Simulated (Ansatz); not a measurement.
InP: from a starting cell to a relaxed one

The start is a generated cell, InP placed in the zincblende structure type. The cell and all atomic positions are relaxed at zero pressure with PBE (plane waves to 420 eV, PAW, scalar-relativistic; Ansatz, a first-principles code). The first steps use a coarse 7×7×7 k-mesh.

The start:
```
CELL_PARAMETERS angstrom
      0.00000     2.91591     2.91591
      2.91591     0.00000     2.91591
      2.91591     2.91591     0.00000
ATOMIC_POSITIONS crystal
  P  0.75000 0.75000 0.75000
  In 0.00000 0.00000 0.00000
```

Q: How large is the pressure on the unrelaxed cell, and of which sign?

A: +4.5 GPa (positive: the cell is compressed).

Q: By how much does the energy per atom fall from start to end?

A: 0.02 eV/atom.

Q: How does the volume change?

A: +6.7 %, from 24.79 to 26.45 Å³/atom.

Q: How do the shortest distances between atoms change?

A: The closest pairs of elements (up to four, under 3.6 Å), start → end: In–P 2.53 → 2.58 Å.

Q: Give the final cell and atomic positions.

A: 
Space group F-43m (No. 216); a = b = c = 5.9592 Å, α = β = γ = 90.00°

| atom | site | symmetry | x | y | z |
|---|---|---|---|---|---|
| P | 4c | -43m | 0.2500 | 0.2500 | 0.2500 |
| In | 4a | -43m | 0.0000 | 0.0000 | 0.0000 |
(The calculation used a cell of 2 atoms; values per cell refer to that cell.)

The space group stays F-43m (No. 216) (the run could not lower it); the end is zinc blende type, with 2 atoms in the primitive cell. Final values are on a 10×10×10 k-mesh of the relaxed cell. No spin polarisation in the result.

The run could not lose the symmetry of its start.

All atoms sit on sites fixed by symmetry, so only the cell could relax.
